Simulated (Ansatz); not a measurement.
# Data sheet: CdS (DFT)

CdS:
```cif
data_Cd4S4
_chemical_formula_sum 'Cd4 S4'
_space_group_name_H-M_alt 'P63mc'
_space_group_IT_number 186
_space_group_name_Hall 'P 6c -2c'
_cell_length_a 4.16586
_cell_length_b 4.16586
_cell_length_c 13.57040
_cell_angle_alpha 90.000
_cell_angle_beta 90.000
_cell_angle_gamma 120.000
loop_
_atom_site_label
_atom_site_type_symbol
_atom_site_symmetry_multiplicity
_atom_site_Wyckoff_symbol
_atom_site_fract_x
_atom_site_fract_y
_atom_site_fract_z
_atom_site_occupancy
Cd1 Cd 2 a 0.00000 0.00000 0.00054 1
Cd2 Cd 2 b 0.33333 0.66667 0.25027 1
S1 S 2 a 0.00000 0.00000 0.31249 1
S2 S 2 b 0.33333 0.66667 0.06233 1
```

Space group P6_3mc (No. 186); conventional cell a = b = 4.1659 Å, c = 13.5704 Å, α = β = 90.00°, γ = 120.00°.

Method: plane-wave PAW HSE06 (Ansatz code). Structure relaxed to zero pressure with the same functional. Other levels are named where they apply.

**Cell and energy**

| Property | Result |
|---|---|
| Volume per atom | 25.49 Å³ |
| Density | 4.71 g/cm³ |

**Electronic structure**

| Quantity | Result |
|---|---|
| Band gap | 2.14 eV (direct) |
| Valence-band maximum | at Γ |
| Conduction-band minimum | at Γ |
| Gap with spin–orbit coupling | 2.12 eV (at the special points and the edges found without it) |

**Mechanics**

| Quantity | Result |
|---|---|
| Bulk modulus (Birch–Murnaghan fit) | 59.3 GPa |
| Pressure derivative B′ | 4.4 |

**Charges**

| Property | Value |
|---|---|
| Bader charges | Cd +0.95, S -0.95 e |

The cell is a constructed one: a structure type filled with these elements. Its sites differ from those of the usual phase in this space group: another stacking or structure type. Symmetry was held in the HSE06 relaxation; its stability against distortions is not shown here. The hybrid was solved on a coarse mesh, the path and, where they were found, the r²SCAN edge points; its band edges are the extreme levels among these. Scalar-relativistic: spin–orbit coupling is off unless named, which matters more the heavier the elements.

Potentials: the later of the program's two PAW sets.
